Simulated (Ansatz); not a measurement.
## SnTe₃: computed properties

Method: DFT PBE, scalar-relativistic, plane waves, PAW in Ansatz.

Plane waves to 420 eV, a k mesh through Γ of 10×10×10 on the computed 4-atom cell and Gaussian smearing (0.10 eV); no spin polarisation.

The structure is relaxed at this level of theory with its symmetry kept, and needn't be the ground state of this composition.

```xyz
4
Lattice="0.0000 3.8613 3.8613 3.8613 0.0000 3.8613 3.8613 3.8613 0.0000" Properties=species:S:1:pos:R:3 pbc="T T T"
Sn    0.0000    0.0000    0.0000
Te    3.8613    3.8613    3.8613
Te    5.7920    5.7920    5.7920
Te    1.9307    1.9307    1.9307
```

| Quantity | Value |
| --- | --- |
| Space group | Fm-3m (No. 225) |
| Volume per atom | 28.79 Å³ |
| Formation energy from the elements' standard states (uncorrected) | +0.162 eV/atom |
| Kohn–Sham band gap | none (metal) |
| Density of states at the Fermi level | 3.1 states/eV per cell |
| Orbital (Löwdin) character within 0.5 eV of the Fermi level | Te 5p 81 %, Sn 5p 12 % |
| Bader charge by site (e) | Sn (1 in the cell) 0.55, Te (1 in the cell) 0.01, Te (2 in the cell) -0.28 |

Spin-orbit coupling is left out, which matters for the bands of heavy elements.

Another cell of SnTe3 relaxed alike, in Im-3m, lies 258 meV/atom lower, so this cell isn't the stable form at this level.

The cell was found from a structure generator's guess, not taken from experiment. Löwdin shares on free-atom orbitals overweight diffuse shells.
